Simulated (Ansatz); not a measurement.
All numbers below come from DFT PBE, scalar-relativistic, plane waves, PAW in Ansatz 0.2.0. All cells share a 420 eV cutoff and Γ-centred k meshes spaced at most about 0.3 Å⁻¹ (about 0.25 or finer for metals, 2π included). No spin polarisation in the final relaxations.

Temperature and zero-point effects are left out.

Compare these two cells of Hf₃Ta₂F, each relaxed at this level.

1.

```
CELL_PARAMETERS angstrom
3.10754 1.79414 3.39140
-3.10754 1.79414 3.39140
0.00000 -3.58828 3.39140
ATOMIC_POSITIONS crystal
Hf 0.00000 0.50000 0.00000
Hf 0.50000 0.00000 0.00000
Hf 0.00000 0.00000 0.50000
Ta 0.61952 0.61952 0.61952
Ta 0.38048 0.38048 0.38048
F 0.00000 0.00000 0.00000
```

2.

```
CELL_PARAMETERS angstrom
4.97967 0.00000 0.00000
-2.48983 4.31252 0.00000
0.00000 0.00000 5.43057
ATOMIC_POSITIONS crystal
Hf 0.00000 0.00000 0.00000
Hf 0.33333 0.66667 0.50000
Hf 0.33333 0.66667 0.00000
Ta 0.66667 0.33333 0.76175
Ta 0.66667 0.33333 0.23825
F 0.00000 0.00000 0.50000
```

Question: Which form is favoured at zero pressure, and by what margin per atom?

Answer: Cell 1 is lower, by 259 meV/atom. Cell 1 has space group R-3m (No. 166), 18.9 Å³/atom and no gap on its mesh; cell 2 has space group P-6m2 (No. 187), 19.4 Å³/atom and no gap. Counting Hf or Ta atoms around F (for each partner element, those within 1.25 times its shortest distance or 1.15 times the sum of covalent radii, where it is the nearest in units of that sum or under 1.3), cell 1 has F 6 and cell 2 has F 5. In cell 1, Hf has 2 F at 2.47 Å, 2 Ta at 2.82 Å, 4 Hf at 3.11 Å, 4 Ta at 3.34 Å and 4 Hf at 3.84 Å; Ta has 1 Ta at 2.43 Å, 3 Hf at 2.82 Å, 6 Hf at 3.34 Å, 3 F at 3.62 Å and 3 Ta at 3.71 Å; F has 6 Hf at 2.47 Å. In cell 2, Hf on its first site is surrounded by 2 F at 2.72 Å, 3 Hf at 2.88 Å and 6 Ta at 3.15 Å; Ta has 1 Ta at 2.59 Å, 1 Ta at 2.84 Å, 9 Hf at 3.15–3.21 Å and 3 F at 3.21 Å; around F lie 5 Hf at 2.72–2.88 Å and 6 Ta at 3.21 Å; 2 more sites not described. Both come from invented guesses. A third cell relaxed alike, in P-3m1, lies 146 meV/atom below the lower of the two.

These runs have no spin–orbit coupling, which can matter for Hf and Ta. Cells relaxed within their symmetry can be saddle points.
